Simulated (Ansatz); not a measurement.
**Calculated with Ansatz: Sb2AsSe2, relaxation**

input.yaml:

```yaml
crystal:
  lattice:
    - [0.0, 4.070617, 0.0]
    - [5.526538, -2.035308, 0.0]
    - [-0.04849, 2.035308, -11.615128]
  atoms:
    - { symbol: Sb, position: [0.9548, 0.7341, 0.8245] }
    - { symbol: Sb, position: [0.0452, 0.2659, 0.1755] }
    - { symbol: Sb, position: [0.8119, 0.2259, 0.6021] }
    - { symbol: Sb, position: [0.1881, 0.7741, 0.3979] }
    - { symbol: As, position: [0.3942, 0.7728, 0.9844] }
    - { symbol: As, position: [0.6058, 0.2272, 0.0156] }
    - { symbol: Se, position: [0.2114, 0.1852, 0.7624] }
    - { symbol: Se, position: [0.7886, 0.8148, 0.2376] }
    - { symbol: Se, position: [0.5937, 0.779, 0.5916] }
    - { symbol: Se, position: [0.4063, 0.221, 0.4084] }
  symmetry: { tolerance: 0.0003 }
kpoints:
  mp_grid: { grid: [6, 6, 6], shift: [0, 0, 0] }
magnetization:
  spin_polarized: false
scf:
  occupations: { method: fermi_dirac }
  lower_state_search: "off"
hamiltonian:
  pseudopotentials: { kind: paw }
  xc: pbe
basis:
  ecutwfc: 420
  fft_grid_basis: typed
relax:
  max_steps: 60
  cell: { p_target: 0.0 }
  f_tol: 0.03
output:
  forces: true
  stress: true
  eigenvalues: true
  bader: false
  populations: true
  elf: true
  write_potential: true
  volumetric_format: npy
  dos:
    e_range: [-12, 8]
    de: 0.05
    projected: { site_lists: { As: [As], Sb: [Sb], Se: [Se] } }
  write_density: true
checkpoint:
  read: saved_state
```

The command:

```bash
ansatz run input.yaml --threads 2 --pin off --max-ram 3584MiB --backend cpu --events-out ev --progress --plain --runs-dir out
```

Origin of the cell: a known structure type with other elements, at an estimated volume, so it need not be a known compound.

The smearing width isn't typed, so it takes its default of 0.1 eV.

The saved state is a converged single point of the same cell.

Steps («new basis» is an SCF on plane waves selected anew at the same cell):

```tsv
step	ΔF (meV/atom)	max force component (eV/Å)	P (GPa)	volume (Å³)	SCF iterations	step was
1	0.0	1.303	3.22	261.30	8	accepted
2	-31.5	0.476	-0.88	276.09	10	accepted
3	-42.3	0.220	-0.42	276.08	9	accepted
4	-44.3	0.092	-0.09	275.53	8	accepted
5	-44.6	0.028	-0.01	275.63	7	accepted
6	-44.6	0.016	0.04	275.76	12	accepted
7	-44.7	0.004	0.01	276.14	10	accepted
8	-44.9	0.004	0.01	276.14	8	new basis
```

Before:

Space group C2/m (No. 12); the run's cell has a = 4.071 Å, b = 5.889 Å, c = 11.792 Å, α = 93.64°, β = 80.06°, γ = 110.22°. Shortest distances: Sb–Se 2.47 Å, As–As 2.54 Å, As–Sb 2.76 Å, As–Se 3.58 Å.

After:

Space group C2/m (No. 12); the run's cell has a = 4.086 Å, b = 6.017 Å, c = 12.120 Å, α = 91.86°, β = 80.30°, γ = 109.85°. Shortest distances: As–As 2.47 Å, Sb–Se 2.61 Å, As–Sb 2.75 Å, As–Se 3.53 Å, Se–Se 3.55 Å.

```xyz
10
Lattice="0.0000 4.0860 0.0000 5.6585 -2.0430 -0.0874 0.1341 2.0430 -11.9458" Properties=species:S:1:pos:R:3 pbc="T T T"
Sb    4.3091    4.0860  -10.0751
Sb    1.4835    0.0000   -1.9581
Sb    1.3174    4.0860   -7.1998
Sb    4.4752    0.0000   -4.8334
As    4.5636    2.0430  -11.8928
As    1.2291    2.0430   -0.1404
Se    1.1898    2.0430   -9.2129
Se    4.6028    2.0430   -2.8203
Se    4.3839    2.0430   -6.9888
Se    1.4087    2.0430   -5.0444
```

```
Free energy lowered by                                                                 : 44.9 meV/atom
Volume change                                                                          : 5.68 %
Final pressure                                                                         : 0.01 GPa
Relaxation steps listed                                                                : 8
Formation energy (elements under the same functional, gases as molecules, uncorrected) : -0.162 eV/atom
```

Caveats: no spin-orbit coupling, though heavy elements are present; the relaxation held the start's symmetry, so the end may be a saddle point.

It ran for 5.4 min on 2 threads of Intel(R) Xeon(R) Platinum 8488C (Sapphire Rapids), with other jobs on the host, peak memory 1.5 GiB, from a saved density.
